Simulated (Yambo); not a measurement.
G0W0@PBEsol for KZnF3 (cubic perovskite, space group Pm-3m, No. 221) in Yambo (4×4×4 mesh, 8 Ry block, plasmon pole, screening fixed), without a terminator:

```json
[
 {"bands N in G": "57", "gap R → Γ (eV)": "7.368", "shift of the valence edge (eV)": "-1.751"},
 {"bands N in G": "90", "gap R → Γ (eV)": "7.322", "shift of the valence edge (eV)": "-1.928"},
 {"bands N in G": "134", "gap R → Γ (eV)": "7.331", "shift of the valence edge (eV)": "-2.040"}
]
```

### Question
Extrapolate both columns to infinite N with E(N) = E∞ + A/N, test the form, and compare with the terminator.

### Answer
From two points, E∞ = (N2 E2 − N1 E1)/(N2 − N1). The two largest N give 7.35 eV for the gap and -2.27 eV for the shift; the two smallest give 7.24 eV and -2.23 eV. For the gap the slopes A are 7.2 and -2.5 eV: the form isn't reached, and its limit is uncertain. For the shift the slopes A are 28 and 31 eV: the 1/N form holds. With the Bruneval-Gonze terminator and 134 bands the run gives 7.49 eV and -2.30 eV, 0.14 eV and 0.04 eV from the extrapolated values: the terminator too is an estimate of the remainder. Block, mesh and the bands in W are held fixed.

Geometry of the Materials Project entry, not relaxed at this level; primitive cell a = b = c = 4.047 Å, α = β = γ = 90.00°.

A shift is the quasiparticle energy of the state minus its PBEsol energy.
